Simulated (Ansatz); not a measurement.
AlRu (CsCl type, Pm-3m) under volume change, PBE in the plane-wave PAW code Ansatz, scaled uniformly.

```
V (Å³/atom)  E − E(relaxed) (meV/atom)  P (GPa)
-----------  -------------------------  -------
12.334                            82.6    23.60
12.741                            34.7    14.43
13.147                             8.2     6.63
13.554                             0.0     0.01
13.961                             7.3    -5.62
14.367                            27.8   -10.41
14.774                            59.6   -14.47
```

Q: What does a third-order Birch–Murnaghan fit give for V₀, B₀ and B′?

A: V₀ = 13.55 Å³/atom, B₀ = 203 GPa, B′ = 4.4.

Symmetry was held in the PBE relaxation. No spin polarisation was allowed.

Potentials: the later of the program's two PAW sets.
